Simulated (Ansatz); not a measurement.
HfS2:
Space group P-3m1 (No. 164); a = b = 3.652 Å, c = 6.857 Å, α = β = 90.00°, γ = 120.00°

| atom | site | symmetry | x | y | z |
|---|---|---|---|---|---|
| Hf | 1a | -3m. | 0.0000 | 0.0000 | 0.0000 |
| S | 2d | 3m. | 0.3333 | 0.6667 | 0.2110 |

Relaxed with PBE.

**Question.** Which orbitals make up the states near the band edges in PBE (plane waves, PAW; program Ansatz)?

**Answer.** Top 1 eV of the valence band: S 3p 92 %, Hf 5d 6 %. Bottom 1 eV of the conduction band: Hf 5d 74 %, S 3p 18 %. Projections are on Löwdin-orthogonalised atomic valence shells; empty p or d shells of many metals are not among them.

**Question.** Tabulate the density of states.

**Answer.** States/eV per cell of 3 atoms, in 0.25 eV bins, energy from the valence-band maximum.

```tsv
E (eV)	total	S 3p	Hf 5d	Hf 6s
-7.85	0.00	0.00	0.00	0.00
-7.60	0.00	0.00	0.00	0.00
-7.35	0.00	0.00	0.00	0.00
-7.10	0.00	0.00	0.00	0.00
-6.85	0.00	0.00	0.00	0.00
-6.60	0.00	0.00	0.00	0.00
-6.35	0.00	0.00	0.00	0.00
-6.10	0.00	0.00	0.00	0.00
-5.85	0.00	0.00	0.00	0.00
-5.60	0.00	0.00	0.00	0.00
-5.35	0.00	0.00	0.00	0.00
-5.10	0.00	0.00	0.00	0.00
-4.85	0.00	0.00	0.00	0.00
-4.60	0.71	0.42	0.17	0.10
-4.35	1.17	0.70	0.26	0.16
-4.10	1.75	1.09	0.35	0.22
-3.85	2.05	1.28	0.41	0.20
-3.60	2.15	1.34	0.46	0.13
-3.35	3.64	2.60	0.83	0.06
-3.10	4.21	3.22	0.75	0.07
-2.85	0.90	0.60	0.25	0.02
-2.60	3.94	2.57	1.24	0.04
-2.35	5.65	3.78	1.68	0.03
-2.10	4.41	3.28	0.90	0.02
-1.85	2.74	2.09	0.46	0.02
-1.60	1.62	1.32	0.21	0.02
-1.35	3.21	2.80	0.27	0.02
-1.10	3.74	3.32	0.28	0.01
-0.85	2.17	1.94	0.17	0.00
-0.60	2.28	2.13	0.10	0.00
-0.35	1.40	1.33	0.05	0.00
-0.10	0.26	0.25	0.01	0.00
0.15	0.00	0.00	0.00	0.00
0.40	0.00	0.00	0.00	0.00
0.65	0.00	0.00	0.00	0.00
0.90	0.00	0.00	0.00	0.00
1.15	0.00	0.00	0.00	0.00
1.40	0.84	0.17	0.59	0.03
1.65	1.33	0.27	0.94	0.04
1.90	1.53	0.30	1.11	0.04
2.15	2.52	0.40	1.96	0.04
2.40	1.58	0.26	1.24	0.01
2.65	1.56	0.26	1.22	0.02
2.90	1.18	0.29	0.82	0.01
3.15	1.57	0.39	1.09	0.01
3.40	2.15	0.50	1.54	0.02
3.65	2.21	0.41	1.68	0.03
3.90	3.47	0.42	2.86	0.09
4.15	4.07	0.30	3.41	0.26
4.40	0.00	0.00	0.00	0.00
4.65	0.00	0.00	0.00	0.00
4.90	0.77	0.18	0.42	0.01
5.15	2.42	0.62	1.26	0.02
5.40	2.97	0.83	1.50	0.03
5.65	3.44	1.03	1.71	0.04
5.90	1.74	0.43	0.77	0.04
6.15	1.52	0.33	0.59	0.07
```

Symmetry was held in the PBE relaxation. The run is not spin-polarised. The volume lies over 15 % above that of the usual cell of this phase: another minimum, or an error of the functional. A crystal of weakly bound layers computed without a dispersion correction: the cell and the soft elastic constants depend strongly on that. Spin–orbit coupling is left out wherever it is not named.

Potentials: the later of the program's two PAW sets.
